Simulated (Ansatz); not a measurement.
BaTiO$_{3}$:
Space group Amm2 (No. 38); a = 3.9637 Å, b = 5.7161 Å, c = 5.7477 Å, α = 90.00°, β = 90.00°, γ = 90.00°

```csv
atom,site,symmetry,x,y,z
Ba,2a,mm2,0.0000,0.0000,0.9950
Ti,2b,mm2,0.5000,0.5000,0.9795
O,4e,m..,0.5000,0.2430,0.2663
O,2a,mm2,0.0000,0.0000,0.5130
```
(The calculation used a cell of 5 atoms; values per cell refer to that cell.)

Relaxed at zero pressure with r²SCAN in the plane-wave PAW code Ansatz.

Question: The volume is lowered by 6 % and shape and atoms relax at that volume. What pressure results, and how do the axes share the change?

Answer: 8.8 GPa; a -0.8 %, b -2.4 %, c -2.9 %; the energy rises by 20 meV/atom.

Question: Give the new structure.

Answer: 
Space group Amm2 (No. 38); a = 3.9303 Å, b = 5.5780 Å, c = 5.5835 Å, α = β = γ = 90.00°

| atom | site | symmetry | x | y | z |
|---|---|---|---|---|---|
| Ba | 2a | mm2 | 0.0000 | 0.0000 | 0.0005 |
| Ti | 2b | mm2 | 0.5000 | 0.5000 | 0.9921 |
| O | 4e | m.. | 0.5000 | 0.2480 | 0.2597 |
| O | 2a | mm2 | 0.0000 | 0.0000 | 0.5081 |

The phase is kept; no other phase was compared at this pressure.

This is a known low-temperature phase of the composition, computed here at zero pressure and temperature. Symmetry was held in the r²SCAN relaxation; its stability against distortions is not shown here. No spin polarisation was allowed. Scalar-relativistic: spin–orbit coupling is off unless named, which matters more the heavier the elements.

Potentials: the later of the program's two PAW sets.
